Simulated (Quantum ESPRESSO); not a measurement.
Hf5Ti3, one composition in several site orders

Computed values, not a measurement. The program is pw.x of Quantum ESPRESSO 7.5 (plane-wave density functional theory). The cell is made up: eight metal atoms on a hexagonal close-packed lattice, with elements, volume, strain and displacements drawn at random and not relaxed, so it may be unstable or far from any real phase. PseudoDojo standard norm-conserving files set the functional (PBE unless stated); there is no spin polarisation or spin-orbit coupling, the Fermi-Dirac width of 0.25 eV means electrons at about 2900 K, and the masses in the input are unused placeholders. Heavy elements are run without spin-orbit coupling, which real alloys of them have. A spin test at this wide smearing found no moment, but such smearing suppresses magnetism that the real alloy may have.

The runs put one composition on the sites in different orders. Cell, positions, cutoff, mesh and smearing stay as in the input of run 1; sites are counted in its order. Stress in the tables is positive in tension.

Input of run 1:

```
&control calculation='scf', pseudo_dir='./dojo.nc.sr.pbe.v0_5.standard.upf', outdir='./o', disk_io='minimal', tprnfor=.true., tstress=.true. /
&system ibrav=0, nat=8, ntyp=2, nbnd=66, ecutwfc=84.00895049, nosym=.true., tot_charge=0,
 occupations='smearing', smearing='fd', degauss=0.0183746611
/
&electrons conv_thr=1.470e-08, electron_maxstep=70, mixing_beta=0.5 /
ATOMIC_SPECIES
Hf 1.0 Hf.upf
Ti 1.0 Ti.upf
CELL_PARAMETERS angstrom
-3.0824 0.0 0.0
0.0 0.0 -5.0427
0.0 -10.6779 0.0
ATOMIC_POSITIONS angstrom
Hf 0.0571 0.0155 -0.0226
Ti 0.0034 -5.2991 -0.0356
Ti -0.0883 -3.5479 -2.5232
Hf -0.0698 -8.8826 -2.4439
Hf -1.5047 -2.6839 0.015
Ti -1.5475 -8.07 -0.0379
Hf -1.548 -0.9145 -2.4853
Hf -1.5087 -6.2566 -2.5119
K_POINTS automatic
8 5 2 1 1 1
```

| run | elements on sites 1 to 8 | free energy less that of run 1 (eV) | -TS (eV) | pressure (GPa) | stress xx (GPa) | stress yy (GPa) | stress zz (GPa) | stress yz (GPa) | stress xz (GPa) | stress xy (GPa) | iterations |
| --- | --- | --- | --- | --- | --- | --- | --- | --- | --- | --- | --- |
| 1 | Hf Ti Ti Hf Hf Ti Hf Hf | 0.000 | -2.177 | 1.40 | -2.51 | -2.23 | 0.53 | 0.09 | 0.05 | 0.75 | 21 |
| 2 | Ti Hf Ti Hf Hf Hf Hf Ti | -0.062 | -2.177 | 1.19 | -2.40 | -1.81 | 0.64 | -0.24 | 0.08 | 0.74 | 21 |
| 3 | Hf Hf Hf Ti Ti Ti Hf Hf | -0.036 | -2.170 | 1.21 | -2.51 | -1.61 | 0.48 | 0.03 | 0.03 | 0.63 | 19 |
| 4 | Hf Ti Hf Hf Ti Ti Hf Hf | 0.021 | -2.183 | 1.41 | -2.58 | -2.50 | 0.85 | 0.09 | 0.05 | 0.70 | 21 |
| 5 | Ti Hf Ti Hf Ti Hf Hf Hf | 0.032 | -2.174 | 1.47 | -2.72 | -1.84 | 0.14 | -0.26 | 0.09 | 0.67 | 20 |
| 6 | Hf Hf Hf Hf Ti Ti Hf Ti | -0.058 | -2.179 | 1.19 | -2.29 | -1.70 | 0.43 | 0.04 | 0.05 | 0.74 | 20 |

Forces Fx Fy Fz (eV/Å):

| site | run 1 | run 2 | run 3 | run 4 | run 5 | run 6 |
| --- | --- | --- | --- | --- | --- | --- |
| 1 | -0.11 0.14 0.44 | -0.08 -0.10 0.21 | -0.15 0.00 0.35 | -0.12 -0.33 0.45 | -0.09 -0.43 0.21 | -0.12 -0.30 0.46 |
| 2 | 0.16 -0.28 0.08 | 0.19 -0.47 0.09 | 0.22 -0.40 0.25 | 0.17 -0.16 0.12 | 0.20 0.30 0.18 | 0.19 -0.71 0.15 |
| 3 | 0.33 -0.40 0.06 | 0.27 -0.42 0.03 | 0.38 0.12 0.00 | 0.39 -0.19 0.03 | 0.24 0.01 0.00 | 0.32 -0.25 0.00 |
| 4 | 0.21 0.04 -0.52 | 0.24 -0.06 -0.71 | 0.12 -0.08 -0.22 | 0.20 0.04 -0.52 | 0.28 -0.66 -0.69 | 0.16 0.61 -0.55 |
| 5 | -0.20 -0.66 -0.02 | -0.20 0.27 -0.01 | -0.20 0.25 -0.05 | -0.20 -0.15 -0.05 | -0.13 0.24 -0.01 | -0.19 0.22 -0.05 |
| 6 | -0.06 0.71 0.37 | -0.13 0.35 0.65 | -0.02 0.29 0.16 | -0.06 0.68 0.37 | -0.13 0.06 0.71 | -0.06 0.66 0.32 |
| 7 | -0.04 -0.26 -0.29 | -0.09 0.09 -0.16 | -0.03 0.38 -0.26 | -0.06 -0.12 -0.26 | -0.07 -0.21 -0.14 | -0.07 -0.09 -0.26 |
| 8 | -0.28 0.70 -0.12 | -0.20 0.33 -0.10 | -0.31 -0.54 -0.22 | -0.31 0.23 -0.13 | -0.29 0.68 -0.26 | -0.23 -0.13 -0.08 |

The sites are displaced and not relaxed, so the energy differences mix bonding between neighbours with strain and are not ordering energies. A rerun of one cell of this series at a higher cutoff and on a denser mesh moved values by no more than 0.003 eV in energy, 0.06 GPa in stress and 0.004 eV/Å in force, and a second program with other atomic files agreed on that cell to 2 % rms in force and 0.5 GPa in pressure.